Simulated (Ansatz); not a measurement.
## CaAl2Cu2, a known structure type with other elements, at an estimated volume

```
Cu Al Ca
1.0
     0.00000    4.07936    0.00000
     4.07936    0.00000    0.00000
     2.03968    2.03968   -4.94803
Cu Al Ca
2 2 1
Direct
  0.25000 0.75000 0.50000
  0.75000 0.25000 0.50000
  0.37110 0.37110 0.25780
  0.62890 0.62890 0.74220
  0.00000 0.00000 0.00000
```

Method: r2SCAN, no spin polarisation; PAW, plane waves to 500 eV, 9×9×9 Γ-centred mesh, fermi-dirac occupations (width 0.0226 eV) (Ansatz 0.2.0), atoms fixed.

Problem. How is the charge shared?

Solution. Bader charges in e: Ca +1.35, Al +0.85, Cu -1.52. In the mean Ca gives up most and Cu takes most.

Problem. Where is the largest force?

Solution. The largest is on Al3 (and as large on other atoms): 0.05 eV/Å, components (0.00, 0.00, -0.05). It makes 60° with the line to a nearest neighbour, Cu1 at 2.37 Å.

Problem. Is the cell too large or too small?

Solution. The pressure is 8.8 GPa (compression positive), so with the atoms held at these fractions the cell would first expand.

Problem. Is it stable against the elements?

Solution. -0.17 eV an atom against the elements' usual phases (free molecules for gases, crystals otherwise, with no correction for O₂ or N₂), so it is bound against them; other compounds may still compete. Relaxing would lower it.

Problem. What happens at the Fermi level?

Solution. It is a metal, with about 2.3 states/eV a cell as the mean within 0.25 eV of the Fermi level, mostly Al p (63 %).

Origin: a known structure type with other elements, at an estimated volume, so it need not be a known compound.
